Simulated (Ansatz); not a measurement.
ZnGaNO:
```cif
data_GaNOZn
_chemical_formula_sum 'Ga1 N1 Zn1 O1'
_space_group_name_H-M_alt 'P3m1'
_space_group_IT_number 156
_space_group_name_Hall 'P 3 -2"'
_cell_length_a 3.24463
_cell_length_b 3.24463
_cell_length_c 5.26324
_cell_angle_alpha 90.000
_cell_angle_beta 90.000
_cell_angle_gamma 120.000
loop_
_atom_site_label
_atom_site_type_symbol
_atom_site_symmetry_multiplicity
_atom_site_Wyckoff_symbol
_atom_site_fract_x
_atom_site_fract_y
_atom_site_fract_z
_atom_site_occupancy
Ga1 Ga 1 b 0.33333 0.66667 0.02222 1
N1 N 1 b 0.33333 0.66667 0.37120 1
Zn1 Zn 1 c 0.66667 0.33333 0.47147 1
O1 O 1 c 0.66667 0.33333 0.88826 1
```

Relaxed with r²SCAN.

Question: Tabulate the valence density and the electron localisation function along the shortest Ga–O contact (2.00 Å), DFT-r²SCAN in the program Ansatz with PAW potentials.

Answer: 

```tsv
distance from Ga (Å)	density (e/Å³)	ELF
0.20	33.27	0.03
0.30	19.69	0.01
0.40	9.85	0.02
0.50	4.38	0.06
0.60	1.97	0.10
0.70	1.03	0.15
0.80	0.68	0.18
0.90	0.57	0.21
1.00	0.58	0.32
1.10	0.70	0.53
1.20	0.94	0.72
1.30	1.34	0.81
1.40	2.00	0.82
1.50	3.02	0.80
1.60	4.37	0.73
1.70	5.87	0.60
1.80	7.25	0.44
```

The density is the valence pseudo-density with augmentation charge, so density and ELF within about 1 Å of a nucleus are not all-electron values.

The start of the workflow was typed in or built on a structure type; the Crystallography Open Database copy checked does not list it. Its standing as an ambient phase is unchecked. Symmetry was held in the r²SCAN relaxation; its stability against distortions is not shown here.

Potentials: the earlier of the program's two PAW sets.
